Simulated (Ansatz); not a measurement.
Data sheet: AlH3 (DFT)

AlH₃:
```yaml
crystal:
  lattice:
    - [2.21605, 1.27944, 3.92067]
    - [-2.21605, 1.27944, 3.92067]
    - [0.00000, -2.55888, 3.92067]
  atoms:
    - { symbol: Al, position: [0.50000, 0.50000, 0.50000] }
    - { symbol: Al, position: [0.00000, 0.00000, 0.00000] }
    - { symbol: H, position: [0.37746, 0.75000, 0.12254] }
    - { symbol: H, position: [0.62254, 0.25000, 0.87746] }
    - { symbol: H, position: [0.12254, 0.37746, 0.75000] }
    - { symbol: H, position: [0.87746, 0.62254, 0.25000] }
    - { symbol: H, position: [0.75000, 0.12254, 0.37746] }
    - { symbol: H, position: [0.25000, 0.87746, 0.62254] }
```

Space group R-3c (No. 167); conventional cell a = b = 4.4321 Å, c = 11.7620 Å, α = β = 90.00°, γ = 120.00°.

Method: r²SCAN in the plane-wave PAW code Ansatz. Geometry: relaxed at this level of theory. Other levels are named where they apply.

**Cell and energy**

```json
{
 "volume_per_atom": "8.34 Å³",
 "density": "1.49 g/cm³",
 "Formation energy from the elements (no fitted shifts)": "-0.070 eV/atom"
}
```

**Electronic structure**

```json
{
  "band_gap": "3.01 eV (indirect)",
  "valence_band_maximum": "off the standard path, at k = (0.078, 0.344, 0.406) in fractions of the reciprocal vectors",
  "conduction_band_minimum": "at Γ",
  "smallest_direct_gap_on_the_standard_path": "3.13 eV",
  "electron_effective_mass": "0.22, 0.43, 0.43 mₑ (principal values)",
  "HSE06 gap on the r²SCAN cell": "3.46 eV"
}
```

**Mechanics**

```json
{
 "Bulk modulus (Birch–Murnaghan fit)": "345 kbar",
 "Pressure derivative B′": "5.2",
 "Elastic constants (relaxed ions, GPa)": "C11 = 88.0, C12 = -14.4, C13 = 21.5, C14 = -18.7, C33 = 129, C44 = 59.6",
 "mechanical_stability": "stable (all eigenvalues of C positive)",
 "hill_bulk_and_shear_moduli": "37.5 and 48.9 GPa",
 "Young's modulus": "102 GPa",
 "Poisson's ratio": "0.05",
 "debye_temperature_from_the_elastic_constants": "914 K"
}
```

**Dielectric response**

```json
{
 "Electronic dielectric constant ε∞ (DFPT)": "4.04 (xx = yy), 4.19 (zz)",
 "Static dielectric constant ε0 (ions relaxed, cell fixed)": "9.58 (xx = yy), 11.3 (zz)",
 "Born charges (a third of the trace)": "Al +2.68, H -0.89 e"
}
```

**Phonons**

```json
{
  "Highest zone-centre frequency (without LO–TO term)": "2068 cm⁻¹",
  "zone_centre_stability": "no imaginary mode at Γ",
  "dynamical_stability_on_the_path": "stable (no imaginary branch)",
  "zero_point_energy": "174.0 meV/atom",
  "Vibrational entropy at 300 K": "7.2 J/(K·mol of atoms)"
}
```

**Charges**

```json
{
  "bader_charges": "Al +2.38, H -0.79 e"
}
```

The first step of the workflow began from a Materials Project structure, measured or hypothetical; the Crystallography Open Database files this formula in space group No. 167, but the cells were not matched. Its standing as an ambient phase is unchecked. Symmetry was held in the r²SCAN relaxation. The references are the lowest solids computed at this level, not always the standard phases (solids in place of the gases).

Potentials: the later of the program's two PAW sets.
